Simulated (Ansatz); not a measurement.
Ansatz input

```yaml
crystal:
  lattice:
    - [0.0, 3.6965376151, 3.6965376151]
    - [3.6965376151, 0.0, 3.6965376151]
    - [3.6965376151, 3.6965376151, 0.0]
  atoms:
    - { symbol: La, position: [0.125, 0.125, 0.125], spin: 1.0 }
    - { symbol: La, position: [0.875, 0.875, 0.875], spin: 1.0 }
hamiltonian:
  xc: r2scan
  pseudopotentials:
    kind: paw
    azcp:
      La: "pseudopotentials/La.paw.azcp"
basis:
  ecutwfc: 500
  fft_grid_basis: typed
kpoints:
  mp_grid: { grid: [8, 8, 8], shift: [0, 0, 0] }
magnetization:
  spin_polarized: true
scf:
  occupations: { method: fermi_dirac, width: 0.05 }
relax:
  max_steps: 60
  f_tol: 0.01
  cell: {}
```

Terminal output

```
Engine: ansatz 0.2.0, aarch64-unknown-linux-gnu
Pseudopotentials: kind: paw
Pseudopotential: La, paw, valence charge 11, recommended cutoff 500 eV (meta_gga) 
Functional definition: r2SCAN
  parameter k0 = 0.174
  parameter k1 = 0.065
  parameter a1 = 4.9479
  exchange = r2scan_x(k0 = k0, k1 = k1, a1 = a1)
  correlation = r2scan_c
Crystal: 2 atoms, lattice volume = 101.022 Å³
Basis set: ecut = 500 eV, 2637 PW (Γ), exchange–correlation on 160×160×160 points (64 copies of the dense FFT grid, shifted against one another)
Bands: 16, of which v1, the nominal top of the filled ones, is band 11 counted from 1 (10 counted from 0)
Symmetry: 48 space group operations
Space group: Fd-3m (ITA 227), of the structure as read, at distance tolerance 4.7e-5 Å
Magnetic group: BNS 227.128 (UNI 1630), of the structure as read, at distance tolerance 4.7e-5 Å
k-points: 29 of 512
Non-local potential: La, projectors of the file, l = 0: 3, l = 1: 2, l = 2: 2, l = 3: 3
PAW form: soft (Blöchl's): semilocal exchange-correlation on the pseudo side does not see the compensation charge
PAW frozen core: La, regenerated for the run's functional (the file was generated under x = pbe(κ = 0.804, μ = 0.2195149727645171), c = pbe(β = 0.06672455060314922))
PAW one-centre angular grid: La, 974 points (default); XC on 160 Gauss nodes
Initial density: superposition of atomic densities (chi_scale 0.1, normalization cell)
Starting moments: Σ|m| = 2 μB on 2 of 2 sites
Initial wavefunctions: pseudopotential atomic-orbital guess
Functional: x = r2scan, c = r2scan; τ floored in thin density (d = 2e-4 eV/Å³)
iter 1 solved again at ethr=2.25e-3 eV; its pass at ethr=3.10e-3 eV (dr2=4.95e-1 eV) is discarded
SCF iter   1: F=—  HF=-12526.175738 eV  |F-HF|=—  |Δ(HF+E_count)|=         —  Δρ=1.61e-2 (↑1.61e-2 ↓9.77e-3)  dr2=4.48e-1  dr2_τ=3.32e-3  dr2_m=3.51e-2  M=1.486 μB ∫|m|=1.489 μB  β_m=1.00  ethr=2.25e-3  ⟨swp⟩=2.8  Hψ=7061  notcnv=0
Mixer restart at iter 1: flushing history
spin=Collinear: Kerker preconditioning applied to the charge; magnetization (m = ρ↑ − ρ↓) channel mixes plain (no charge-response kernel on spin).
SCF iter   2: F=—  HF=-12526.485818 eV  |F-HF|=—  |Δ(HF+E_count)|=   3.10e-1  Δρ=9.38e-3 (↑9.38e-3 ↓8.86e-3)  dr2=2.68e-1  dr2_τ=1.38e-3  dr2_m=2.82e-4  M=1.445 μB ∫|m|=1.476 μB  β_m=0.86  ethr=2.04e-3  ⟨swp⟩=3.6  Hψ=1792  notcnv=0  κ⁻¹=1.0e0(r=1)
...
the starting moments were not kept: the SCF closed with an absolute magnetisation of 2.4e-7 μB, where they sum to 2 μB in size (2 sites). That is at most 0.1 of that sum. Measured as dr2_m measures the in/out step, that magnetisation stands 3.1e-15 eV from none, at or under the dr2_threshold of 2.0e-11 eV: it is no larger than a step whose dr2_m would equal this threshold.
SCF 6 converged in 7 iterations: F = -12527.575992 eV  dr2 = 1.66e-11
relax step   6: F+E_penalty+E_count = -12527.57599221 eV  Δ(F+E_penalty+E_count) = +3.367e-3 eV  max|allowed force component| = 6.014e-17 eV/Å  Δτ_max = 0.0000 Å  P = -0.003 GPa  Ω = 73.692 Å³  stress off target by 3.27e-3 GPa  SCF on the basis re-selected at this cell (its energy is not comparable with the rows above)  (7 SCF iters)
basis re-selected at this cell: Δ(F+E_penalty+E_count) = +3.367e-3 eV, ΔP = -0.008 GPa vs the last step (what re-selecting the basis moved, of the pressure what is left beyond the Pulay correction that the steps carried, after the strain that the cell walked since its last selection, with what the two solves' SCF thresholds leave and, on support functions, any second-order correction that the steps lacked; it is no measure of the basis error at this ecutwfc). The dense FFT grid was sized anew with the basis: this SCF ran on 36×36×36 points, the steps before it on 40×40×40, so part of this shift can come from that change (see relax.cell in the input reference). This SCF's stress stands 3.27e-3 GPa from its target on what of the cell is left free (relax.cell.stress_tol is 5.00e-2 GPa) and its largest allowed force component is 6.01e-17 eV/Å (relax.f_tol is 1.00e-2 eV/Å): within both
SCF converged after 7 iterations
Stability not checked: this state was not tested for a lower state beside it, because the mixer in use, unlike msr1, does not test its closes by its own steps (another_mixer; see scf.mixing.algorithm and scf.lower_state_search)
Magnetization: 0.0000 μB (11.0000 up, 11.0000 down)
Absolute magnetization: 0.0000 μB (∫|ρ↑−ρ↓|, with the PAW one-centre terms)
Spin contamination: 0.0000 ħ² per cell (⟨S²⟩ above its minimum at these occupations)
Per-site moments (μB) at R_I (Å): [(2.3027327782374442e-8, 1.1887330159209137), (2.302732772821511e-8, 1.1887330159209137)]
Free energy (F): -12527.575992 eV
Harris-Foulkes:  -12527.575992 eV  (|F-HF|=4.91e-11)
Internal energy: -12527.565024 eV  (E = F + TS)
E sigma→0 (E₀):  -12527.570508 eV
Entropy (-TS):   -0.010968 eV (-5.484 meV/atom)
Fermi energy:    10.868006 eV
--- Per-component energies (eV) ---
  E_band       = -113.978142
  E_kinetic    = 397.285004
  E_local      = -853.674667  (includes V_loc(G=0)·N_el)
  E_nonlocal   = 187.875487
  E_hartree    = 293.765590
  E_xc         = -267.154249
  E_vxc        = -325.453455  (∫ρ·V_xc dr)
  E_paw        = -10875.510184  (= ΣΔE_a)
  E_vpaw       = -124.473859  (= ΣTr[D̂ρ^β])
  E_aug_tail   = 0.000000  (compensation charges beyond the density's cutoff)
  E_vtau       = 16.932135  (kinetic-family band-sum trace: ∫τ·v_τ [+ j·A + Jᵃ·Aᵃ] dr)
  E_ewald      = -1410.289030
  E_core_change = 0.137025  (= ΣΔE_core)
  E_smearing   = -0.010968  (= −TS)
  E_closure    = -0.000000  (closes the sum)
  Σ components = -12527.575992   (vs F -12527.575992, Δ=0.00e0)
--- Forces (eV/Å), atoms counted from 1 ---
  atom   1  La     0.00000000     0.00000000    -0.00000000
  atom   2  La     0.00000000    -0.00000000     0.00000000
  max |Σ_I F_I| component: 1.30e-16 eV/Å
--- Stress (GPa, compression-positive) ---
       -0.003273       0.000000      -0.000000
       -0.000000      -0.003273      -0.000000
        0.000000      -0.000000      -0.003273
  P = ⅓ Tr σ = -0.0033 GPa (-0.033 kbar)
--- Relaxed structure (5 steps of the walk, 5 accepted, 1 SCFs on fresh bases) ---
  F+E_penalty+E_count = -12527.57599221 eV   max|allowed force component| = 6.014e-17 eV/Å   (the final SCF, on the basis selected at the relaxed cell)
  cell:  # Å, volume = 73.6918 Å³
    - [-2.6113781338356396e-34, 3.327589462965019, 3.327589462965019]
    - [3.327589462965019, -3.216453599067677e-33, 3.327589462965019]
    - [3.327589462965019, 3.327589462965019, 1.6305190505265893e-33]
  atoms:
    - { symbol: La, position: [0.125, 0.125, 0.125] }
    - { symbol: La, position: [0.875, 0.875, 0.875] }
```
